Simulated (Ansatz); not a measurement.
ZrP$_{2}$ squeezed and stretched

A database entry relaxed whole under r2SCAN (Pnma):

```
CELL_PARAMETERS angstrom
6.51472 0.00000 0.00000
0.00000 3.52578 0.00000
0.00000 0.00000 8.79851
ATOMIC_POSITIONS crystal
Zr 0.28118 0.25000 0.16253
Zr 0.21882 0.75000 0.66253
Zr 0.78118 0.25000 0.33747
Zr 0.71882 0.75000 0.83747
P 0.90295 0.25000 0.64524
P 0.59705 0.75000 0.14524
P 0.40295 0.25000 0.85476
P 0.09705 0.75000 0.35476
P 0.89199 0.25000 0.03946
P 0.60801 0.75000 0.53946
P 0.39199 0.25000 0.46054
P 0.10801 0.75000 0.96054
```

The cell was scaled uniformly, its shape held, and the atoms relaxed at each volume with plane-wave PAW DFT (Ansatz 0.2.0; r2SCAN, 500 eV, 5×10×4 Γ-centred mesh, fermi-dirac occupations of width 0.100 eV; no spin, no spin-orbit coupling). One row is withheld.

```csv
volume (Å³/atom),energy over the lowest (meV/atom),pressure (GPa)
15.831,28.2,9.30
16.168,12.2,5.90
16.505,3.0,2.82
16.841,0.0,0.04
17.178,?,?
17.515,10.1,-4.76
17.852,22.2,-6.79
```

Fit the pressures of the other rows to the third-order Birch-Murnaghan form.

With f = [(V₀/V)^(2/3) − 1]/2 and P = 3B₀f(1 + 2f)^(5/2)[1 + 3(B₀′ − 4)f/2], least squares gives V₀ = 16.85 Å³ an atom, B₀ = 132 GPa and B₀′ = 4.1; the rows miss the fit by 0.01 GPa. The slope of the energies differs from these pressures by 0.05 GPa, since they are taken to zero smearing while pressures follow the free energy.

What does the withheld row hold?

The fit gives -2.48 GPa at 17.178 Å³; the run gave -2.48 GPa and 2.6 meV an atom.

Caveats: the shape of the cell was held, so B₀ is an upper bound where the axes differ in stiffness; 0 K, fixed nuclei; the symmetry was kept, and this need not be the phase that is stable at 0 K; one mesh for all volumes; pressure is positive in compression.
